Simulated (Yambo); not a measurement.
Material: BaO (NiAs type, space group P6_3/mmc, No. 194); a = 3.7434 Å, b = 3.7434 Å, c = 6.5331 Å, α = 90.00°, β = 90.00°, γ = 120.00° (4 atoms in the cell). Cell and atoms were relaxed with PBEsol from Materials Project entry mp-1008500, within its symmetry.

With norm-conserving PBEsol (Quantum ESPRESSO, 84 Ry, scalar-relativistic), the gap between the mesh's edge points (H → M) is 2.446 eV.

**Question.** What does a G0W0 run in Yambo give for it (6×6×2 Γ-centred k mesh, 121 bands and a 7 Ry block in the screening, 121 bands in G with the Bruneval-Gonze terminator, plasmon pole fitted at 27.2 eV)?

**Answer.** The correction is 1.103 eV, giving 3.549 eV, 1.5 times the PBEsol value. Among the k points computed, the smallest G0W0 gap is 3.52 eV, Γ → M. Nearest settings tried, and what they do to the gap: 2 Ry block (35 vectors against 161): +102 meV. Not varied: bands in G, bands in W, mesh. So the settings aren't converged at that level. 

This is not the ordinary phase of the substance; no match was found in the copy of COD used, and its stability was not checked.
